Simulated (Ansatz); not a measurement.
LiGeN in space group P6_3mc (No. 186; Li on 2b, Ge on 2a, N on 2b) under volume change, plane-wave PAW PBEsol (Ansatz code), shape and atoms relaxed at each volume.

```json
[
 {"V (Å³/atom)": "10.867", "E − E(relaxed) (meV/atom)": "26.1", "P (GPa)": "8.48"},
 {"V (Å³/atom)": "11.225", "E − E(relaxed) (meV/atom)": "___", "P (GPa)": "___"},
 {"V (Å³/atom)": "11.583", "E − E(relaxed) (meV/atom)": "___", "P (GPa)": "___"},
 {"V (Å³/atom)": "11.942", "E − E(relaxed) (meV/atom)": "0.0", "P (GPa)": "0.00"},
 {"V (Å³/atom)": "12.300", "E − E(relaxed) (meV/atom)": "2.3", "P (GPa)": "-1.99"},
 {"V (Å³/atom)": "12.658", "E − E(relaxed) (meV/atom)": "8.6", "P (GPa)": "-3.64"},
 {"V (Å³/atom)": "13.016", "E − E(relaxed) (meV/atom)": "18.3", "P (GPa)": "-4.95"}
]
```

**Question.** Complete the blanks.

**Answer.** 
- 11.225, E − E(relaxed) (meV/atom): 10.9
- 11.225, P (GPa): 5.19
- 11.583, E − E(relaxed) (meV/atom): 2.6
- 11.583, P (GPa): 2.37

**Question.** What does a third-order Birch–Murnaghan fit give for V₀, B₀ and B′?

**Answer.** V₀ = 11.94 Å³/atom, B₀ = 71.5 GPa, B′ = 4.9.

The first step of the workflow began from a Materials Project structure, measured or hypothetical; the Crystallography Open Database copy checked does not list it. Its standing as an ambient phase is unchecked. The cell was relaxed with PBEsol under the symmetry of its start; its stability against distortions is not shown here.

Potentials: the later of the program's two PAW sets.
